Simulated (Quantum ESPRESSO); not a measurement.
## SiGa3O5N (one run as intended and one with a planted mistake)

A calculation, not a measurement. The program is pw.x of Quantum ESPRESSO 7.5 (plane-wave density functional theory). The cell is made up: 10 atoms on a corundum lattice, with randomly drawn elements, strain and displacements, not relaxed. PseudoDojo standard norm-conserving files (v0.5 for PBE, v0.4.1 for LDA and PBEsol) set the functional; there is no spin polarisation, spin-orbit coupling or dispersion term, and the masses in the input are unused placeholders.

Intended input:

```
&control calculation='scf', pseudo_dir='./dojo.nc.sr.pbe.v0_5.standard.upf', outdir='./o', disk_io='low', tprnfor=.true., tstress=.true. /
&system ibrav=0, nat=10, ntyp=4, nbnd=45, ecutwfc=84.00895049, nosym=.true., tot_charge=0,
 occupations='smearing', smearing='fd', degauss=0.0018374661
/
&electrons conv_thr=7.350e-09, electron_maxstep=60, /
ATOMIC_SPECIES
Ga 1.0 Ga.upf
N 1.0 N.upf
O 1.0 O.upf
Si 1.0 Si.upf
CELL_PARAMETERS angstrom
2.508 1.448 4.5038
-2.508 1.448 4.5038
0.0 -2.896 4.5038
ATOMIC_POSITIONS angstrom
Si 0.0661 -0.1372 4.86
Ga 0.0578 -0.2301 2.0084
Ga 0.0675 0.0479 8.6723
Ga -0.0634 -0.1033 11.6014
O -1.1016 1.4208 7.8927
O -0.66 -1.4019 7.8302
N 1.7942 0.0783 7.9313
O 1.0466 -1.6392 5.5942
O 0.6222 1.6453 5.6559
O -1.993 -0.114 5.5501
K_POINTS automatic
5 5 5 1 1 1
```

The log is shortened where brackets say so; the opening notice, blank lines, dates and the lines on written files are dropped, and the path of the files is cut. It prints rydbergs, bohrs and kilobars, and counts compression as positive stress. Where no state is partly filled, the Fermi energy that it prints is only some level between the filled and the empty states on the mesh, and need not lie in the true gap.

Log of the intended run:

```
     Program PWSCF v.7.5
     Parallel version (MPI & OpenMP), running on       4 processor cores
     Number of MPI processes:                 4
     Threads/MPI process:                     1
     [start-up lines left out]
     bravais-lattice index     =            0
     lattice parameter (alat)  =      10.1186  a.u.
     unit-cell volume          =     662.2516 (a.u.)^3
     number of atoms/cell      =           10
     number of atomic types    =            4
     number of electrons       =        78.00
     number of Kohn-Sham states=           45
     kinetic-energy cutoff     =      84.0090  Ry
     charge density cutoff     =     336.0358  Ry
     scf convergence threshold =      7.3E-09
     mixing beta               =       0.7000
     number of iterations used =            8  plain     mixing
     Exchange-correlation= PBE
                           (   1   4   3   4   0   0   0)
     [axes and pseudopotential details left out]
   Cartesian axes
     site n.     atom                  positions (alat units)
         1        Si     tau(   1) = (   0.0123447  -0.0256232   0.9076428  )
         2        Ga     tau(   2) = (   0.0107946  -0.0429730   0.3750843  )
         3        Ga     tau(   3) = (   0.0126062   0.0089457   1.6196195  )
         4        Ga     tau(   4) = (  -0.0118404  -0.0192921   2.1666518  )
         5        O      tau(   5) = (  -0.2057324   0.2653455   1.4740232  )
         6        O      tau(   6) = (  -0.1232601  -0.2618157   1.4623508  )
         7        N      tau(   7) = (   0.3350808   0.0146231   1.4812320  )
         8        O      tau(   8) = (   0.1954607  -0.3061334   1.0447604  )
         9        O      tau(   9) = (   0.1162007   0.3072726   1.0562834  )
        10        O      tau(  10) = (  -0.3722083  -0.0212904   1.0365244  )
     number of k points=    63  Fermi-Dirac smearing, width (Ry)=  0.0018
                       cart. coord. in units 2pi/alat
        k(    1) = (   0.0000000   0.0000000   0.1188891), wk =   0.0320000
        k(    2) = (   0.0000000  -0.2465253   0.1981486), wk =   0.0320000
     [further k points left out]
     Dense  grid:    68965 G-vectors     FFT dimensions: (  60,  60,  60)
     Estimated max dynamical RAM per process >     199.40 MB
     Estimated total dynamical RAM >     747.08 MB
     Initial potential from superposition of free atoms
     starting charge      77.9913, renormalised to      78.0000
     Starting wfcs are   55 randomized atomic wfcs
     total cpu time spent up to now is        6.7 secs
     per-process dynamical memory:   162.3 Mb
     Self-consistent Calculation
     iteration #  1     ecut=    84.01 Ry     beta= 0.70
     Davidson diagonalization with overlap
     ethr =  1.00E-02,  avg # of iterations =  2.4
     total cpu time spent up to now is       19.6 secs
     total energy              =    -652.43418199 Ry
     estimated scf accuracy    <       2.41709626 Ry
     iteration #  2     ecut=    84.01 Ry     beta= 0.70
     Davidson diagonalization with overlap
     ethr =  3.10E-03,  avg # of iterations =  2.7
     total cpu time spent up to now is       32.4 secs
     total energy              =    -653.06708582 Ry
     estimated scf accuracy    <       2.59395538 Ry
     [iterations 3 to 11 left out]
     iteration # 12     ecut=    84.01 Ry     beta= 0.70
     Davidson diagonalization with overlap
     ethr =  5.45E-11,  avg # of iterations =  2.5
     total cpu time spent up to now is      146.0 secs
     total energy              =    -653.54635041 Ry
     estimated scf accuracy    <       0.00000002 Ry
     iteration # 13     ecut=    84.01 Ry     beta= 0.70
     Davidson diagonalization with overlap
     ethr =  2.46E-11,  avg # of iterations =  2.0
     total cpu time spent up to now is      155.9 secs
     End of self-consistent calculation
     [lines on levels left out]
     the Fermi energy is    10.8595 ev
!    total energy              =    -653.54635041 Ry
     estimated scf accuracy    <          2.0E-09 Ry
     smearing contrib. (-TS)   =      -0.00000000 Ry
     internal energy E=F+TS    =    -653.54635041 Ry
     The total energy is F=E-TS. E is the sum of the following terms:
     one-electron contribution =    -209.11600463 Ry
     hartree contribution      =     176.24123936 Ry
     xc contribution           =    -177.43529049 Ry
     ewald contribution        =    -443.23629464 Ry
     convergence has been achieved in  13 iterations
     Forces acting on atoms (cartesian axes, Ry/au):
     atom    1 type  4   force =    -0.01326435   -0.01973983   -0.09710936
     atom    2 type  1   force =    -0.10435760    0.15501593    0.07613008
     atom    3 type  1   force =     0.00079299   -0.03069308   -0.02509603
     atom    4 type  1   force =     0.04588739    0.04863547    0.04590199
     atom    5 type  3   force =     0.01465192   -0.00328500    0.07961322
     atom    6 type  3   force =    -0.05956227   -0.10989670   -0.02478012
     atom    7 type  2   force =     0.01511437    0.08009911    0.05675614
     atom    8 type  3   force =    -0.10958467    0.12860600   -0.00933903
     atom    9 type  3   force =     0.04015760   -0.16007392   -0.01387663
     atom   10 type  3   force =     0.17016462   -0.08866798   -0.08820025
     Total force =     0.438398     Total SCF correction =     0.000137
     Computing stress (Cartesian axis) and pressure
          total   stress  (Ry/bohr**3)                   (kbar)     P=       50.73
   0.00056615  -0.00006455  -0.00016825           83.28       -9.50      -24.75
  -0.00006455   0.00011215   0.00018337           -9.50       16.50       26.97
  -0.00016825   0.00018337   0.00035625          -24.75       26.97       52.41
     init_run     :      5.93s CPU      6.27s WALL (       1 calls)
     electrons    :    147.49s CPU    149.25s WALL (       1 calls)
     forces       :      1.78s CPU      1.82s WALL (       1 calls)
     stress       :      6.05s CPU      6.05s WALL (       1 calls)
     [timing details left out]
     PWSCF        :   2m41.69s CPU   2m43.95s WALL
     JOB DONE.
```

A second run has one planted mistake: the cell has the wrong charge. The input lines that differ, file-writing options aside:

```
- &system ibrav=0, nat=10, ntyp=4, nbnd=45, ecutwfc=84.00895049, nosym=.true., tot_charge=0,
+ &system ibrav=0, nat=10, ntyp=4, nbnd=45, ecutwfc=84.00895049, nosym=.true., tot_charge=1,
```

Its log:

```
     Program PWSCF v.7.5
     Parallel version (MPI & OpenMP), running on       4 processor cores
     Number of MPI processes:                 4
     Threads/MPI process:                     1
     [start-up lines left out]
     bravais-lattice index     =            0
     lattice parameter (alat)  =      10.1186  a.u.
     unit-cell volume          =     662.2516 (a.u.)^3
     number of atoms/cell      =           10
     number of atomic types    =            4
     number of electrons       =        77.00
     number of Kohn-Sham states=           45
     kinetic-energy cutoff     =      84.0090  Ry
     charge density cutoff     =     336.0358  Ry
     scf convergence threshold =      7.3E-09
     mixing beta               =       0.7000
     number of iterations used =            8  plain     mixing
     Exchange-correlation= PBE
                           (   1   4   3   4   0   0   0)
     [axes and pseudopotential details left out]
   Cartesian axes
     site n.     atom                  positions (alat units)
         1        Si     tau(   1) = (   0.0123447  -0.0256232   0.9076428  )
         2        Ga     tau(   2) = (   0.0107946  -0.0429730   0.3750843  )
         3        Ga     tau(   3) = (   0.0126062   0.0089457   1.6196195  )
         4        Ga     tau(   4) = (  -0.0118404  -0.0192921   2.1666518  )
         5        O      tau(   5) = (  -0.2057324   0.2653455   1.4740232  )
         6        O      tau(   6) = (  -0.1232601  -0.2618157   1.4623508  )
         7        N      tau(   7) = (   0.3350808   0.0146231   1.4812320  )
         8        O      tau(   8) = (   0.1954607  -0.3061334   1.0447604  )
         9        O      tau(   9) = (   0.1162007   0.3072726   1.0562834  )
        10        O      tau(  10) = (  -0.3722083  -0.0212904   1.0365244  )
     number of k points=    63  Fermi-Dirac smearing, width (Ry)=  0.0018
                       cart. coord. in units 2pi/alat
        k(    1) = (   0.0000000   0.0000000   0.1188891), wk =   0.0320000
        k(    2) = (   0.0000000  -0.2465253   0.1981486), wk =   0.0320000
     [further k points left out]
     Dense  grid:    68965 G-vectors     FFT dimensions: (  60,  60,  60)
     Estimated max dynamical RAM per process >     199.40 MB
     Estimated total dynamical RAM >     747.08 MB
     Initial potential from superposition of free atoms
     starting charge      77.9913, renormalised to      77.0000
     Starting wfcs are   55 randomized atomic wfcs
     total cpu time spent up to now is        7.0 secs
     per-process dynamical memory:   162.3 Mb
     Self-consistent Calculation
     iteration #  1     ecut=    84.01 Ry     beta= 0.70
     Davidson diagonalization with overlap
     ethr =  1.00E-02,  avg # of iterations =  2.5
     total cpu time spent up to now is       19.4 secs
     total energy              =    -653.19717420 Ry
     estimated scf accuracy    <       2.39267842 Ry
     iteration #  2     ecut=    84.01 Ry     beta= 0.70
     Davidson diagonalization with overlap
     ethr =  3.11E-03,  avg # of iterations =  2.2
     total cpu time spent up to now is       31.2 secs
     total energy              =    -653.63557044 Ry
     estimated scf accuracy    <       3.06056288 Ry
     [iterations 3 to 12 left out]
     iteration # 13     ecut=    84.01 Ry     beta= 0.70
     Davidson diagonalization with overlap
     ethr =  1.51E-10,  avg # of iterations =  2.0
     total cpu time spent up to now is      151.6 secs
     total energy              =    -654.27020632 Ry
     estimated scf accuracy    <       0.00000002 Ry
     iteration # 14     ecut=    84.01 Ry     beta= 0.70
     Davidson diagonalization with overlap
     ethr =  2.82E-11,  avg # of iterations =  2.0
     total cpu time spent up to now is      161.9 secs
     End of self-consistent calculation
     [lines on levels left out]
     the Fermi energy is     9.5258 ev
!    total energy              =    -654.27020632 Ry
     estimated scf accuracy    <          1.6E-09 Ry
     smearing contrib. (-TS)   =      -0.00124575 Ry
     internal energy E=F+TS    =    -654.26896058 Ry
     The total energy is F=E-TS. E is the sum of the following terms:
     one-electron contribution =    -210.23587034 Ry
     hartree contribution      =     175.56359804 Ry
     xc contribution           =    -176.36039364 Ry
     ewald contribution        =    -443.23629464 Ry
     convergence has been achieved in  14 iterations
     Forces acting on atoms (cartesian axes, Ry/au):
     atom    1 type  4   force =    -0.00301619   -0.00312193   -0.05575444
     atom    2 type  1   force =    -0.08026783    0.16759440    0.03430455
     atom    3 type  1   force =    -0.02407754   -0.01693497    0.00519530
     atom    4 type  1   force =     0.04277765    0.02927710    0.01626953
     atom    5 type  3   force =    -0.00274095   -0.00423913    0.07944833
     atom    6 type  3   force =    -0.05910917   -0.10814024   -0.02487386
     atom    7 type  2   force =     0.02626576    0.06521578    0.06512635
     atom    8 type  3   force =    -0.11318894    0.12190403   -0.01971791
     atom    9 type  3   force =     0.04451657   -0.15649826   -0.00947282
     atom   10 type  3   force =     0.16884064   -0.09505679   -0.09052505
     Total force =     0.417578     Total SCF correction =     0.000099
     Computing stress (Cartesian axis) and pressure
          total   stress  (Ry/bohr**3)                   (kbar)     P=     -212.34
  -0.00137708   0.00004650  -0.00019577         -202.58        6.84      -28.80
   0.00004650  -0.00159407   0.00027011            6.84     -234.50       39.74
  -0.00019577   0.00027011  -0.00135922          -28.80       39.74     -199.95
     init_run     :      6.32s CPU      6.68s WALL (       1 calls)
     electrons    :    153.43s CPU    154.96s WALL (       1 calls)
     forces       :      1.79s CPU      1.84s WALL (       1 calls)
     stress       :      5.82s CPU      5.85s WALL (       1 calls)
     [timing details left out]
     PWSCF        :   2m47.72s CPU   2m49.84s WALL
     JOB DONE.
```

|  | intended run | run with the mistake |
| --- | --- | --- |
| free energy (eV) | -8891.951 | -8901.800 |
| smearing term -TS (eV) | 0.0000 | -0.0169 |
| pressure (GPa) | 5.07 | -21.23 |
| largest force component (eV/Å) | 4.375 | 4.341 |
| largest change of a force component (eV/Å) |  | 1.075 |
| iterations | 13 | 14 |

For scale, a rerun of the intended cell at a cutoff of 1437 eV and k mesh 7 x 7 x 7 moved values by no more than 0.004 eV in energy, 0.03 GPa in stress and 0.002 eV/Å in force. The charged cell sits in a uniform background, so its energy and stress rest on the program's zero of potential.